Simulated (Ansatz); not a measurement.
The relaxed structure here is a generated cell of Au: the first start was made by placing the elements on the sites of a structure type, and the end was not matched to a known phase here, so it may be hypothetical. Known forms of Au include space group No. 225.

A relaxed cell of Au (Pm-3m (No. 221)), relaxed on a k-mesh at least as fine as the one used below. Level of theory: PBEsol (plane waves to 420 eV, PAW, scalar-relativistic; Ansatz, an electronic-structure program). Γ-centred k-mesh 12×12×12 on the run's cell (coarser than for final values), Fermi–Dirac smearing 0.05 eV.

```
CELL_PARAMETERS angstrom
      5.39079     0.00000     0.00000
      2.69540     2.69540     0.00000
      0.00000     0.00000     2.69540
ATOMIC_POSITIONS crystal
  Au 0.00000 0.00000 0.00000
  Au 0.50000 0.00000 0.00000
```

The atoms are displaced along an unstable phonon of this cell by (Å):

```tsv
atom	ux	uy	uz
Au1	0.000	0.000	0.150
Au2	0.000	0.000	-0.150
```

Problem. What forces (eV/Å) and pressure result?

Solution. 
```json
[
 {"atom": "Au1", "Fx": "0.00", "Fy": "0.00", "Fz": "0.21"},
 {"atom": "Au2", "Fx": "0.00", "Fy": "0.00", "Fz": "-0.21"}
]
```

Pressure -1.5 GPa.

The undisplaced cell is probably no minimum: from this displacement the run went on to I4/mmm (No. 139), 0.26 eV/atom below it.

No spin polarisation in the result.
